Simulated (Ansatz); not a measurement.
NbP in space group I4_1md (No. 109; Nb on 4a, P on 4a) at seven volumes, the program Ansatz at the r²SCAN level (PAW), shape and atoms relaxed at each. One row is withheld.

```json
[
 {"V (Å³/atom)": "14.528", "P (GPa)": "?"},
 {"V (Å³/atom)": "15.007", "P (GPa)": "13.58"},
 {"V (Å³/atom)": "15.486", "P (GPa)": "6.27"},
 {"V (Å³/atom)": "15.965", "P (GPa)": "0.00"},
 {"V (Å³/atom)": "16.444", "P (GPa)": "-5.37"},
 {"V (Å³/atom)": "16.923", "P (GPa)": "-9.97"},
 {"V (Å³/atom)": "17.401", "P (GPa)": "-13.90"}
]
```

### Question
Fit the shown pressures and predict the withheld one.

### Answer
P = (3/2)B₀(x^(7/2) − x^(5/2))[1 + (3/4)(B′ − 4)(x − 1)] with x = (V₀/V)^(2/3). Least squares on the six rows gives V₀ = 15.965 Å³/atom, B₀ = 193 GPa, B′ = 4.16. At V = 14.528, x = 1.0649 and P = 22.16 GPa. The run itself gave 22.10 GPa.

Symmetry was held in the r²SCAN relaxation. The run is not spin-polarised.

Potentials: the later of the program's two PAW sets.
